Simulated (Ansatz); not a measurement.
**Harmonic thermodynamics of Rh**

Level of theory: DFT PBEsol, scalar-relativistic, plane waves, PAW in Ansatz. Plane waves to 420 eV; Γ-centred k mesh 20×20×20; Fermi-Dirac smearing of 0.15 eV. No spin polarisation. Phonons by linear response, acoustic sum rule imposed.

The cell, relaxed at this level:
```cif
data_structure
_symmetry_space_group_name_H-M 'P 1'
_symmetry_Int_Tables_number 1
_cell_length_a 2.6758
_cell_length_b 2.6758
_cell_length_c 2.6758
_cell_angle_alpha 60.000
_cell_angle_beta 60.000
_cell_angle_gamma 60.000
_cell_volume 13.55
loop_
_atom_site_label
_atom_site_type_symbol
_atom_site_fract_x
_atom_site_fract_y
_atom_site_fract_z
_atom_site_occupancy
Rh1 Rh 0.00000 0.00000 0.00000 1
```

In a metal, frequencies and elastic constants depend on the k mesh and the smearing, soft modes and shear constants most. The q mesh is coarse, so values between its points are rough.

Force constants from linear response on a 2×2×2 q mesh, interpolated to a fine mesh.

Phonon density of states, in bins of 5 cm⁻¹:
| bin centre (cm⁻¹) | share of modes (%) |
| --- | --- |
| 2.5 | 0.0 |
| 7.5 | 0.0 |
| 12.5 | 0.0 |
| 17.5 | 0.0 |
| 22.5 | 0.0 |
| 27.5 | 0.0 |
| 32.5 | 0.1 |
| 37.5 | 0.1 |
| 42.5 | 0.1 |
| 47.5 | 0.2 |
| 52.5 | 0.2 |
| 57.5 | 0.2 |
| 62.5 | 0.3 |
| 67.5 | 0.3 |
| 72.5 | 0.4 |
| 77.5 | 0.5 |
| 82.5 | 0.5 |
| 87.5 | 0.6 |
| 92.5 | 0.7 |
| 97.5 | 0.8 |
| 102.5 | 1.0 |
| 107.5 | 1.1 |
| 112.5 | 1.3 |
| 117.5 | 1.5 |
| 122.5 | 1.8 |
| 127.5 | 2.1 |
| 132.5 | 2.5 |
| 137.5 | 3.3 |
| 142.5 | 3.9 |
| 147.5 | 4.1 |
| 152.5 | 4.2 |
| 157.5 | 4.3 |
| 162.5 | 4.5 |
| 167.5 | 4.6 |
| 172.5 | 4.7 |
| 177.5 | 4.9 |
| 182.5 | 5.0 |
| 187.5 | 3.7 |
| 192.5 | 3.2 |
| 197.5 | 3.2 |
| 202.5 | 3.0 |
| 207.5 | 2.8 |
| 212.5 | 2.0 |
| 217.5 | 4.0 |
| 222.5 | 7.6 |
| 227.5 | 5.2 |
| 232.5 | 2.7 |
| 237.5 | 1.7 |
| 242.5 | 0.9 |
| 247.5 | 0.0 |

(1) Give the zero-point energy per atom.

(2) How large are the vibrational entropy and heat capacity at 300 K?

(3) Tabulate them against temperature.

Answers

(1) 32.3 meV.

(2) S = 3.75 k_B and C_V = 2.82 k_B per atom, 94 % of the Dulong–Petit value.

(3)
```tsv
T (K)	F_vib (meV/atom)	S (k_B/atom)	C_V (k_B/atom)
100	29.4	1.06	1.83
200	13.1	2.64	2.63
300	-14.7	3.75	2.82
400	-50.7	4.57	2.90
500	-93.0	5.22	2.93
600	-140.4	5.76	2.95
700	-192.0	6.22	2.97
800	-247.4	6.61	2.97
900	-305.9	6.96	2.98
1000	-367.3	7.28	2.98
```

Cost: 1 run of about 1.5 core-minutes, on AMD EPYC 7R43 (Zen 3) (shared hosts).